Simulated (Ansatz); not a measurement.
Cs3HSe2O8:
Space group C2/m (No. 12); a = 10.6052 Å, b = 6.1824 Å, c = 8.1866 Å, α = γ = 90.00°, β = 112.30°

```tsv
atom	site	symmetry	x	y	z
Cs	4i	m	0.1986	0.0000	0.6061
Cs	2a	2/m	0.0000	0.0000	0.0000
H	2b	2/m	0.0000	0.5000	0.0000
Se	4i	m	0.4272	0.0000	0.2384
O	4i	m	0.2831	0.0000	0.2669
O	4i	m	0.3908	0.0000	0.0166
O	8j	1	0.0168	0.2807	0.3147
```
(The calculation used a cell of 14 atoms; values per cell refer to that cell.)

Relaxed with LDA.

Task: Give the optical modes at the zone centre with their infrared activity from DFPT, LDA (plane waves, PAW; program Ansatz).

Result: Transverse frequencies, without the LO–TO term; a row sums one degenerate level.

| ω (cm⁻¹) | degeneracy | IR ((D/Å)²/amu) | activity |
|---|---|---|---|
| 36i | 1 | 23.28 | IR |
| 56 | 1 | 2.61 | IR |
| 56 | 1 | 0.00 | IR-inactive |
| 66 | 1 | 0.13 | IR |
| 66 | 1 | 0.00 | IR-inactive |
| 73 | 1 | 0.46 | IR |
| 75 | 1 | 0.00 | IR-inactive |
| 77 | 1 | 0.00 | IR-inactive |
| 91 | 1 | 1.44 | IR |
| 96 | 1 | 1.82 | IR |
| 101 | 1 | 0.00 | IR-inactive |
| 102 | 1 | 0.00 | IR-inactive |
| 107 | 1 | 0.00 | IR-inactive |
| 109 | 1 | 1.65 | IR |
| 118 | 1 | 7.92 | IR |
| 128 | 1 | 0.03 | IR |
| 130 | 1 | 0.00 | IR-inactive |
| 160 | 1 | 46.47 | IR |
| 231 | 1 | 0.00 | IR-inactive |
| 309 | 1 | 0.00 | IR-inactive |
| 312 | 1 | 3.70 | IR |
| 314 | 1 | 0.00 | IR-inactive |
| 352 | 1 | 0.00 | IR-inactive |
| 376 | 1 | 5.71 | IR |
| 377 | 1 | 5.37 | IR |
| 383 | 1 | 0.00 | IR-inactive |
| 406 | 1 | 0.00 | IR-inactive |
| 526 | 1 | 56.05 | IR |
| 596 | 1 | 0.00 | IR-inactive |
| 786 | 1 | 0.00 | IR-inactive |
| 810 | 1 | 5.66 | IR |
| 856 | 1 | 0.00 | IR-inactive |
| 874 | 1 | 0.00 | IR-inactive |
| 880 | 1 | 21.44 | IR |
| 889 | 1 | 25.66 | IR |
| 889 | 1 | 0.00 | IR-inactive |
| 1059 | 1 | 60.20 | IR |
| 1126 | 1 | 3.79 | IR |
| 1512 | 1 | 3.41 | IR |

Task: How high does the top mode go among those that the LO–TO term moves?

Result: 1164 cm⁻¹ for q along x, 1132 cm⁻¹ for q along y, 1515 cm⁻¹ for q along z.

The first step of the workflow began from a Materials Project structure, measured or hypothetical; the Crystallography Open Database files this formula in space group No. 12, but the cells were not matched. Whether it is the stable phase at ambient conditions was not checked. Symmetry was held in the LDA relaxation; of distortions, only those at the zone centre were tested, and some modes there are weakly imaginary. Scalar-relativistic: spin–orbit coupling is off unless named, which matters more the heavier the elements.

Potentials: the later of the program's two PAW sets.
